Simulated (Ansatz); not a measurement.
Ge₃N₄:
```
Ge3N4
1.0
    8.05663     0.00000     0.00000
   -4.02832     6.97725     0.00000
    0.00000     0.00000     3.08459
Ge N
6 8
Direct
  0.16942   0.76283   0.25000
  0.23717   0.40660   0.25000
  0.59340   0.83058   0.25000
  0.83058   0.23717   0.75000
  0.76283   0.59340   0.75000
  0.40660   0.16942   0.75000
  0.33037   0.02579   0.25000
  0.97421   0.30458   0.25000
  0.69542   0.66963   0.25000
  0.66963   0.97421   0.75000
  0.02579   0.69542   0.75000
  0.30458   0.33037   0.75000
  0.33333   0.66667   0.25000
  0.66667   0.33333   0.75000
```

Relaxed with PBEsol. Plane-wave PAW PBEsol (Ansatz code) gives a gap of 2.09 eV.

### Question
What gap does HSE06 give on the same cell (Ansatz, PAW)?

### Answer
3.64 eV, 1.55 eV more. The hybrid was solved on a coarser mesh and at special points; its gap is the smallest among all of these.

```tsv
k	v1 PBEsol	c1 PBEsol	v1 HSE06	c1 HSE06
Γ	0.00	2.09	0.00	3.64
A	-1.22	4.23	___	___
K	-0.08	3.50	___	___
H	-0.98	3.91	-1.05	5.54
M	-0.05	3.16	___	___
L	-0.89	3.79	___	___
```

### Question
Top valence (v1) and lowest conduction level (c1) in eV from each method's valence maximum (which need not be a listed point): supply the withheld HSE06 values.

### Answer

- K, v1 HSE06: -0.08
- K, c1 HSE06: 5.09
- A, v1 HSE06: -1.31
- A, c1 HSE06: 5.80
- L, v1 HSE06: -0.95
- L, c1 HSE06: 5.40
- M, v1 HSE06: -0.05
- M, c1 HSE06: 4.76

Cost on shared cores: the PBEsol run (SCF on a 4×4×9 mesh, then bands and DOS) roughly 3 core-minutes, the HSE06 run (SCF on 3×3×5, then a few points) roughly 11 core-minutes; the tasks are unlike.

Space group P6_3/m. The PBEsol relaxation kept the symmetry of its start. Spin–orbit coupling is left out wherever it is not named.

Potentials: the later of the program's two PAW sets.
